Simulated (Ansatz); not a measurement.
Consider the following.

BiAu₂:
```yaml
crystal:
  lattice:
    - [0.00000, 3.93881, 3.93881]
    - [3.93881, 0.00000, 3.93881]
    - [3.93881, 3.93881, 0.00000]
  atoms:
    - { symbol: Bi, position: [0.00000, 0.00000, 0.00000] }
    - { symbol: Bi, position: [0.25000, 0.25000, 0.25000] }
    - { symbol: Au, position: [0.62500, 0.62500, 0.12500] }
    - { symbol: Au, position: [0.62500, 0.12500, 0.62500] }
    - { symbol: Au, position: [0.62500, 0.62500, 0.62500] }
    - { symbol: Au, position: [0.12500, 0.62500, 0.62500] }
```

This is the LDA-relaxed structure.

All from LDA in the plane-wave PAW code Ansatz, unless another level is named. Give the density of states at the Fermi level.

0.19 states/eV per atom (mean over ±0.08 eV).

Next, the formation energy from the elements (no fitted shifts)?

-0.050 eV/atom.

Space group Fd-3m (cubic Laves (MgCu2 type)). The first step of the workflow began from a Materials Project structure, measured or hypothetical; the Crystallography Open Database files this formula in space group No. 227, but the cells were not matched. Its standing as an ambient phase is unchecked. The cell was relaxed with LDA under the symmetry of its start; of distortions, only those at the zone centre were tested. The references are the lowest solids computed at this level, not always the standard phases. Scalar-relativistic: spin–orbit coupling is off unless named, which matters more the heavier the elements.

Potentials: the later of the program's two PAW sets.
